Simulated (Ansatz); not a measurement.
Given:

LaSbO4:
```cif
data_La4O16Sb4
_chemical_formula_sum 'La4 Sb4 O16'
_space_group_name_H-M_alt 'P21/c'
_space_group_IT_number 14
_space_group_name_Hall '-P 2ybc'
_cell_length_a 5.42066
_cell_length_b 5.09467
_cell_length_c 13.67146
_cell_angle_alpha 90.000
_cell_angle_beta 109.514
_cell_angle_gamma 90.000
loop_
_atom_site_label
_atom_site_type_symbol
_atom_site_symmetry_multiplicity
_atom_site_Wyckoff_symbol
_atom_site_fract_x
_atom_site_fract_y
_atom_site_fract_z
_atom_site_occupancy
La1 La 4 e 0.65530 0.30070 0.16381 1
Sb1 Sb 4 e 0.08109 0.75149 0.06937 1
O1 O 4 e 0.24365 0.43616 0.02774 1
O2 O 4 e 0.00522 0.60447 0.18637 1
O3 O 4 e 0.86328 0.07140 0.05523 1
O4 O 4 e 0.58772 0.37566 0.33306 1
```

This is the r²SCAN-relaxed structure.

Task: All from plane-wave PAW r²SCAN (Ansatz code), unless another level is named. Estimate the band gap.

Result: 3.89 eV (direct).

Task: Next, the formation energy from the elements (no fitted shifts)?

Result: -2.55 eV/atom.

Task: And the valence-band maximum?

Result: at Γ.

Space group P2_1/c. The workflow started from a Materials Project entry (that database holds measured and hypothetical structures alike); the Crystallography Open Database copy checked does not list it. Its standing as an ambient phase is unchecked. The r²SCAN relaxation kept the symmetry of its start; its stability against distortions is not shown here. The references are the lowest solids computed at this level, not always the standard phases (solids in place of the gases). Spin–orbit coupling is left out wherever it is not named.

Potentials: the later of the program's two PAW sets.
